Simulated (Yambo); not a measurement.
One stored BSE kernel of dimension 1944 for BeS (zinc blende, space group F-43m, No. 216) (Yambo, LDA bands; 6×6×6 mesh, 3 valence and 3 conduction bands, static screening with 15 bands and a 4 Ry block, scissor 2.08 eV, Tamm-Dancoff; broadening 0.15 eV; field along x), solved in several ways.

```tsv
solver	iterations	largest change of Im ε (% of its maximum)	rough time
Haydock, threshold 2 %	10	48	within a factor of two
Haydock, threshold 0.5 %	16	19	within a factor of two
Haydock, threshold 0.1 %	36	4.0	within a factor of two
Haydock, threshold 0.005 %	74	0.2	1
SLEPc, lowest 10 states	–	no full spectrum	within a factor of two
SLEPc, lowest 60 states	–	no full spectrum	within a factor of two
full diagonalisation	–	reference	about 20×
```

Haydock gives the spectrum without eigenstates, SLEPc the lowest states alone, full diagonalisation everything at a cost that grows as the cube of the dimension. Times include reading the kernel. Times are rough ratios from shared machines. Mesh and scissor weren't tested; the rows compare only with each other.

Geometry relaxed with LDA; primitive cell a = b = c = 3.3913 Å, α = β = γ = 60.00°.
